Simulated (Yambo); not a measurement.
Yambo input for TiCdO3 (space group R-3, No. 148) (a = b = c = 5.8231 Å, α = β = γ = 53.70°), on PBEsol (pw.x of Quantum ESPRESSO, ONCV potentials, scalar-relativistic) wavefunctions on a 4×4×4 mesh:

```
optics
chi
dipoles
kernel
FFTGvecs= 40 Ry
Chimod= "HARTREE"
NGsBlkXd= 3 Ry
% QpntsRXd
 1 | 1 |
%
% BndsRnXd
 11 | 119 |
%
GrFnTpXd= "R"
% EnRngeXd
 0.0 | 20.0 | eV
%
% DmRngeXd
 0.2 | 0.2 | eV
%
CGrdSpXd= 50
ETStpsXd= 161
% LongDrXd
 0.0 | 0.0 | 1.0 |
%
```

First lines of the file o-*.eps_q1_inv_rpa_dyson:

```
Absorption @ Q(1):   0.00000000     0.00000000     1.00000000    [q->0 direction]
#
# [ X ] Hartree size     :   77
# [GEN] GF Energies     : Perdew, Burke & Ernzerhof SOL(X)+Perdew, Burke & Ernzerhof SOL(C)
# [GEN] Green`s Function     : Retarded
#
# [GEN] Gauge     : Length
# [GEN] [r,Vnl] included     : yes
#
#    E[1] [eV]     Im(eps)     Re(eps)     Im(eps_o)     Re(eps_o)
#
     0.000000     -0.925759E-8     5.217414     -0.39594E-17     5.698976
     0.125000     0.006528     5.219435     0.007704     5.701361
     0.250000     0.013121     5.225518     0.015486     5.708539
     0.375000     0.019845     5.235721     0.023425     5.720581
     0.500000     0.026772     5.250148     0.031608     5.737610
     0.625000     0.033980     5.268944     0.040125     5.759800
     0.750000     0.041556     5.292304     0.049083     5.787385
     0.875000     0.049599     5.320482     0.058599     5.820668
     1.000000     0.058226     5.353794     0.068813     5.860026
     1.125000     0.067579     5.392633     0.079894     5.905931
     1.250000     0.077830     5.437485     0.092045     5.958961
     1.375000     0.089194     5.488949     0.105521     6.019831
     1.500000     0.101943     5.547765     0.120645     6.089421
     1.625000     0.116433     5.614851     0.137834     6.168826
     1.750000     0.133134     5.691360     0.157641     6.259412
     1.875000     0.152687     5.778750     0.180812     6.362907
     2.000000     0.175982     5.878892     0.208385     6.481521
     2.125000     0.204304     5.994229     0.241843     6.618129
     2.250000     0.239570     6.128000     0.283384     6.776535
     2.375000     0.284761     6.284600     0.336407     6.961871
     2.500000     0.344768     6.470110     0.406430     7.181215
     2.625000     0.428129     6.693067     0.503000     7.444465
     2.750000     0.550941     6.965327     0.643911     7.765380
     2.875000     0.746304     7.301402     0.865356     8.161113
     3.000000     1.086941     7.705690     1.246186     8.639502
     3.125000     1.711023     8.095252     1.937956     9.120181
     3.250000     2.637901     8.135012     2.986470     9.254706
     3.375000     3.372886     7.662528     3.894623     8.830360
     3.500000     3.698997     7.118560     4.388360     8.287264
     3.625000     3.830969     6.780248     4.712941     7.952352
     3.750000     4.012069     6.528903     5.149232     7.629866
     3.875000     4.251579     6.356309     5.642019     7.279534
     4.000000     4.688790     5.949332     6.260974     6.537237
```
(The file goes on to the top of the energy range.) Convergence of the RPA response with its 4×4×4 mesh was not tested.

Spin-orbit coupling is not included.

Geometry of the Materials Project entry, not relaxed at this level.
